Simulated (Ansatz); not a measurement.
**Property card for FeB₂**

FeB2:
```yaml
crystal:
  lattice:
    - [4.74148, 0.00000, 0.00000]
    - [0.00000, 4.73385, 0.00000]
    - [0.00000, 0.00000, 3.67196]
  atoms:
    - { symbol: Fe, position: [0.47927, 0.75000, 0.37573] }
    - { symbol: Fe, position: [0.52073, 0.25000, 0.62427] }
    - { symbol: Fe, position: [0.02073, 0.25000, 0.87573] }
    - { symbol: Fe, position: [0.97927, 0.75000, 0.12427] }
    - { symbol: B, position: [0.66301, 0.06839, 0.10744] }
    - { symbol: B, position: [0.33699, 0.93161, 0.89256] }
    - { symbol: B, position: [0.83699, 0.93161, 0.60744] }
    - { symbol: B, position: [0.16301, 0.06839, 0.39256] }
    - { symbol: B, position: [0.16301, 0.43161, 0.39256] }
    - { symbol: B, position: [0.83699, 0.56839, 0.60744] }
    - { symbol: B, position: [0.33699, 0.56839, 0.89256] }
    - { symbol: B, position: [0.66301, 0.43161, 0.10744] }
```

Space group Pnma (No. 62); conventional cell a = 4.741 Å, b = 4.734 Å, c = 3.672 Å, α = 90.00°, β = 90.00°, γ = 90.00°.

Method: plane-wave PAW LDA (Ansatz code). The cell and atoms are relaxed at this level. Other levels are named where they apply.

### Cell and energy

```
Property                                                      Result
-----------------------------------------------------  -------------
Volume per atom                                              6.87 Å³
Density                                                   6.24 g/cm³
Formation energy from the elements (no fitted shifts)  -0.44 eV/atom
```

### Electronic structure

```
Property                                                                                                 Result
----------------------------------------  ---------------------------------------------------------------------
Band gap                                                                                     0.43 eV (indirect)
Valence-band maximum                      at T (k = 0.000, 0.500, 0.500 in fractions of the reciprocal vectors)
Conduction-band minimum                   at U (k = 0.500, 0.000, 0.500 in fractions of the reciprocal vectors)
Smallest direct gap on the standard path                                                                0.61 eV
```

### Mechanics

```
Property                                                                                                                                  Value
--------------------------------------------  -------------------------------------------------------------------------------------------------
Bulk modulus (Birch–Murnaghan fit)                                                                                                      348 GPa
Pressure derivative B′                                                                                                                      4.2
Elastic constants (relaxed ions, GPa)         C11 = 655, C22 = 795, C33 = 641, C12 = 210, C13 = 177, C23 = 153, C44 = 300, C55 = 231, C66 = 251
Mechanical stability                                                                                     stable (all eigenvalues of C positive)
Hill bulk and shear moduli                                                                                                      351 and 258 GPa
Young's modulus                                                                                                                         622 GPa
Poisson's ratio                                                                                                                            0.20
Debye temperature from the elastic constants                                                                                             1110 K
```

### Dielectric response

```
Item                                                                                Value
--------------------------------------------------------  -------------------------------
Electronic dielectric constant ε∞ (DFPT)                  31.4 (xx), 28.9 (yy), 31.4 (zz)
Static dielectric constant ε0 (ions relaxed, cell fixed)  51.2 (xx), 47.1 (yy), 51.4 (zz)
Born charges (a third of the trace)                                   Fe -5.72, B +2.86 e
```

### Phonons

```
Item                                                                 Value
--------------------------------------------------  ----------------------
Highest zone-centre frequency (without LO–TO term)               118.7 meV
Zone-centre stability                               no imaginary mode at Γ
```

The workflow started from a Materials Project entry (that database holds measured and hypothetical structures alike); the Crystallography Open Database copy checked does not list it. COD files the formula under space group No. 191. Its standing as an ambient phase is unchecked. The cell was relaxed with LDA under the symmetry of its start. The run is not spin-polarised. The references are the lowest solids computed at this level, not always the standard phases.

Potentials: the later of the program's two PAW sets.
